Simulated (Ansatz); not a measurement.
HfTiO$_{4}$:
```xyz
24
Lattice="4.6693 0.0000 0.0000 0.0000 11.7890 0.0000 0.0000 0.0000 4.9368" Properties=species:S:1:pos:R:3 pbc="T T T"
Hf     2.3347     3.9096     3.7026
Hf     2.3347     7.8795     1.2342
Hf     0.0000     1.9850     1.2342
Hf     0.0000     9.8041     3.7026
Ti     2.3347     0.8386     3.7026
Ti     2.3347    10.9504     1.2342
Ti     0.0000     5.0559     1.2342
Ti     0.0000     6.7331     3.7026
O      3.4163     0.6292     2.1060
O      1.2530    11.1599     2.8307
O      3.5877     5.2654     4.5744
O      1.0816     6.5237     0.3624
O      1.0816     5.2654     2.8307
O      3.5877     6.5237     2.1060
O      1.2530     0.6292     0.3624
O      3.4163    11.1599     4.5744
O      3.6373     8.1092     4.5216
O      1.0320     3.6798     0.4152
O      3.3667     9.5743     2.0532
O      1.3026     2.2147     2.8836
O      1.3026     9.5743     0.4152
O      3.3667     2.2147     4.5216
O      1.0320     8.1092     2.8836
O      3.6373     3.6798     2.0532
```

r²SCAN in the plane-wave PAW code Ansatz gives a gap of 3.54 eV without spin–orbit coupling, maximum at Γ, minimum at Γ.

Task: What happens when spin–orbit coupling is switched on?

Result: The gap stays essentially unchanged, to 3.54 eV; maximum at Γ, minimum at Γ.

Task: Give the electron effective mass with spin–orbit coupling.

Result: 1.4, 2.3, 2.3 mₑ (principal values).

Task: Give the hole effective mass with spin–orbit coupling.

Result: 0.46, 2.1, 24 mₑ (principal values).

Space group Pbcn. The start of the workflow was typed in or built on a structure type; neither database checked (COD, Materials Project) lists it. Its standing as an ambient phase is unchecked. The cell was relaxed with r²SCAN under the symmetry of its start; whether a distortion lowers the energy is not shown. The workflow began spin-polarised and lost its moments.

Potentials: the later of the program's two PAW sets.
